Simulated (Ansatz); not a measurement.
Ag (fcc, Cu type)

```yaml
crystal:
  lattice:
    - [4.14918, 0.00000, 0.00000]
    - [0.00000, 4.14918, 0.00000]
    - [0.00000, 0.00000, 4.14918]
  atoms:
    - { symbol: Ag, position: [0.00000, 0.00000, 0.00000] }
    - { symbol: Ag, position: [0.50000, 0.50000, 0.00000] }
    - { symbol: Ag, position: [0.50000, 0.00000, 0.50000] }
    - { symbol: Ag, position: [0.00000, 0.50000, 0.50000] }
```

Two-dimensional scan of atom 1 (Ag, nearest neighbour Ag at 2.934 Å; its periodic images, 4.1 Å or more away, move with it): u runs along (1.000, 0.000, 0.000), v along (0.000, 1.000, 0.000) (Cartesian). Cell and other atoms are fixed.

The numbers are results of PBE (plane waves to 420 eV, PAW, scalar-relativistic; Ansatz, a first-principles code), not measurements. k mesh 9×9×9 (Γ-centred), Fermi-Dirac smearing 0.05 eV. With partly filled bands, energies and forces of such displacements shift with the k mesh and the smearing. Fu and Fv are the components of the force on the atom. On this mesh the relaxed cell isn't quite at rest: it carries a pressure of -0.1 GPa (compression positive) at the zero of the scan. Ag was relaxed with its symmetry unable to fall. The PAW data are Ansatz's earlier set. 

| Fv (eV/Å) | u = -0.440 | u = -0.293 | u = -0.147 | u = 0.000 | u = 0.147 | u = 0.293 | u = 0.440 |
|---|---|---|---|---|---|---|---|
| v = -0.440 | ___ | ___ | 2.53 | 2.38 | 2.53 | ___ | ___ |
| v = -0.293 | ___ | 1.82 | 1.54 | 1.46 | 1.54 | 1.82 | ___ |
| v = -0.147 | 1.08 | 0.85 | 0.72 | 0.69 | 0.72 | 0.85 | 1.08 |
| v = 0.000 | 0.00 | 0.00 | 0.00 | 0.00 | 0.00 | 0.00 | 0.00 |
| v = 0.147 | -1.08 | -0.85 | -0.72 | -0.69 | -0.72 | -0.85 | -1.08 |
| v = 0.293 | ___ | -1.82 | -1.54 | -1.46 | -1.54 | -1.82 | ___ |
| v = 0.440 | ___ | ___ | -2.53 | -2.38 | -2.53 | ___ | ___ |

Q: What belongs in the gaps?

A: 
- v = -0.440, u = -0.440: 3.93
- v = -0.440, u = -0.293: 3.01
- v = -0.440, u = 0.293: 3.01
- v = -0.440, u = 0.440: 3.93
- v = -0.293, u = -0.440: 2.34
- v = -0.293, u = 0.440: 2.34
- v = 0.293, u = -0.440: -2.34
- v = 0.293, u = 0.440: -2.34
- v = 0.440, u = -0.440: -3.93
- v = 0.440, u = -0.293: -3.01
- v = 0.440, u = 0.293: -3.01
- v = 0.440, u = 0.440: -3.93

(For displaced atoms, the force is minus the slope of the energy, and its curvature is a force constant, which sets phonon frequencies.)
